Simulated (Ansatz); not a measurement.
# Does relaxation matter for the field gradients of SnO2 with Ti replacing Sn?

Start: a supercell of SnO2 (rutile type, P4_2/mnm) built from a measured structure from the Crystallography Open Database (COD), with all atoms left at the host's positions.

Space group Fmmm (No. 69); a = 6.3730, b = 13.4011, c = 13.4011 Å.

| site | Wyckoff | site symmetry | x | y | z |
| --- | --- | --- | --- | --- | --- |
| Ti | 4a | mmm | 0.0000 | 0.0000 | 0.0000 |
| Sn2 | 4b | mmm | 0.5000 | 0.0000 | 0.0000 |
| Sn3 | 8c | 2/m.. | 0.0000 | 0.7500 | 0.7500 |
| Sn5 | 8d | .2/m. | 0.7500 | 0.0000 | 0.7500 |
| Sn7 | 8e | ..2/m | 0.7500 | 0.2500 | 0.0000 |
| O9 | 8i | mm2 | 0.0000 | 0.0000 | 0.8465 |
| O10 | 8i | mm2 | 0.5000 | 0.0000 | 0.8465 |
| O11 | 16m | m.. | 0.0000 | 0.7500 | 0.5965 |
| O13 | 16k | .2. | 0.7500 | 0.8465 | 0.7500 |
| O15 | 16o | ..m | 0.7500 | 0.0964 | 0.0000 |

One atom of each set is listed; the run and its k-mesh use a cell of 24 atoms with edges of 7.42, 7.42, 7.42 Å.

Method: Kohn–Sham DFT in Ansatz, PBE, plane waves and PAW, scalar-relativistic, 420 eV cutoff, Γ-centred 4×4×4 k-points, Fermi–Dirac smearing 0.01 eV.

The largest force at the start is 1.7 eV/Å. Relaxing the ions at fixed cell moves them by 0.085 Å at most (atom 16, O) and 0.046 Å rms. End positions:

Ti (0.0000, 0.0000, 0.0000)
Sn2 (0.5000, 0.0000, 0.0000)
Sn3 (0.0000, 0.7500, 0.7500)
Sn5 (0.7500, 0.0000, 0.7500)
Sn7 (0.7500, 0.2500, 0.0000)
O9 (0.0000, 0.0000, 0.8504)
O10 (0.5000, 0.0000, 0.8480)
O11 (0.0000, 0.7545, 0.5973)
O13 (0.7500, 0.8473, 0.7500)
O15 (0.7629, 0.0949, 0.0000)

| site | moved (Å) | first shell before | first shell after | V_zz before (10²¹ V/m²) | η before |
| --- | --- | --- | --- | --- | --- |
| Ti | 0.000 | 6 O at 2.05–2.06 Å | 6 O at 1.98–2.01 Å | 3.34 | 0.45 |
| Sn2 | 0.000 | 6 O at 2.05–2.06 Å | 6 O at 2.04–2.10 Å | -3.92 | 0.92 |
| Sn3 | 0.000 | 6 O at 2.05–2.06 Å | 6 O at 2.05–2.06 Å | -5.54 | 0.94 |
| Sn5 | 0.000 | 6 O at 2.05–2.06 Å | 6 O at 2.05–2.09 Å | -5.91 | 0.87 |
| Sn7 | 0.000 | 6 O at 2.05–2.06 Å | 6 O at 2.06–2.08 Å | -5.67 | 0.88 |
| O9 | 0.052 | 2 Sn at 2.05 Å, 1 Ti at 2.06 Å | 1 Ti at 2.01 Å, 2 Sn at 2.09 Å | -8.15 | 0.27 |
| O10 | 0.021 | 3 Sn at 2.05–2.06 Å | 3 Sn at 2.04–2.07 Å | -10.51 | 0.12 |
| O11 | 0.061 | 3 Sn at 2.05–2.06 Å | 3 Sn at 2.05–2.06 Å | -10.59 | 0.10 |
| O13 | 0.012 | 3 Sn at 2.05–2.06 Å | 3 Sn at 2.05–2.06 Å | -10.47 | 0.11 |
| O15 | 0.085 | 1 Ti at 2.05 Å, 2 Sn at 2.05–2.06 Å | 1 Ti at 1.98 Å, 2 Sn at 2.08–2.10 Å | -7.57 | 0.58 |

**Question.** What are V_zz and η after the relaxation?

**Answer.** 

```csv
site,V_zz after,η after,change of V_zz
Ti,-2.79,0.73,–
Sn2,7.66,0.41,–
Sn3,5.77,0.50,–
Sn5,5.54,0.25,–
Sn7,-5.36,0.83,+0.31
O9,-8.50,0.20,-0.35
O10,-10.79,0.27,-0.28
O11,-10.73,0.13,-0.14
O13,-10.65,0.16,-0.18
O15,-7.60,0.59,-0.03
```

The largest change of V_zz along a kept axis is on O9, from -8.15 to -8.50. The whole tensor moves most on Sn2, by 5.56 along its most changed direction. In per cent, |V_zz| changes by -6 on Sn, 0 to +4 on O (all sites that start above 0.5, bar those whose gradient vanishes or changes sign or whose main axis turns by over 40°). Where |V_zz| stays above 0.1 and the axes keep their order, η moves most on O10, from 0.12 to 0.27. On Sn5, Sn3, Sn2, Ti the largest principal value lies along another axis in the second run, so the two V_zz can't be compared directly.

The defect repeats with the cell of 24 atoms, so it feels its images: sites between two images don't show the values beside a lone defect, and zeros or small values of η there can come from the images' arrangement. O and Sn carry a gradient in the pure host already, so the values there aren't the defect's effect alone. Without spin–orbit coupling (the program notes it for Sn) the gradients are little affected as a rule: paired runs on crystals with a gap mostly move them by under 2 % at such atoms. The cell keeps the host's lattice, where the PBE pressure is 7 GPa.
Before: The neighbours have not yet relaxed around the defect (largest force 1.7 eV/Å), so a real crystal will differ.
After: The relaxation keeps the site symmetry mmm of the start, so the impurity can't leave its site; a start off the site could end lower.
